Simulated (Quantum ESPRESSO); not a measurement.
**Kohn-Sham bands of SnS$_{2}$ (I-42d)**

```
CELL_PARAMETERS angstrom
      5.92650     0.00000     0.00000
      0.00000     5.92650     0.00000
     -2.96325    -2.96325     4.91112
ATOMIC_POSITIONS crystal
  Sn 0.25000 0.75000 0.50000
  Sn 0.00000 0.00000 0.00000
  S  0.88026 0.87500 0.25000
  S  0.62500 0.11974 0.75000
  S  0.36974 0.37500 0.25000
  S  0.12500 0.63026 0.75000
```

Structure: Materials Project mp-1002063, symmetrised, not relaxed again. Not found in the COD (Crystallography Open Database) copy used, which has the formula in other groups; not checked further. Method: PBEsol plane waves in Quantum ESPRESSO 7.5 (PseudoDojo norm-conserving files, 58 Ry, spinors with spin-orbit coupling), Bloch states on a 4×4×4 mesh through Γ, Wannier90 4.0.1. Density: 6×6×6 mesh, cold smearing 0.01 Ry.

Energies are relative to the valence-band maximum; weights are on the orthonormalised atomic waves of the pseudopotential files, averaged over the group. 52 electrons a cell are treated as valence.

Question: Into which isolated groups do the bands fall, where do they lie and what are they made of?

Answer: 
| bands | from (eV) | to (eV) | filling | weight on atomic waves |
|---|---|---|---|---|
| 1–8 | -21.57 | -21.53 | filled | Sn 4d 99 % |
| 9–20 | -20.58 | -20.47 | filled | Sn 4d 99 % |
| 21–28 | -13.08 | -11.01 | filled | S 3s 74 %, Sn 5p 14 %, Sn 5s 9 % |
| 29–32 | -7.41 | -4.61 | filled | S 3p 40 %, Sn 5s 39 %, S 3s 15 % |
| 33–52 | -3.89 | 0.00 | filled | S 3p 82 %, Sn 5p 13 % |

The Kohn-Sham gap over both meshes and the path is 1.84 eV.
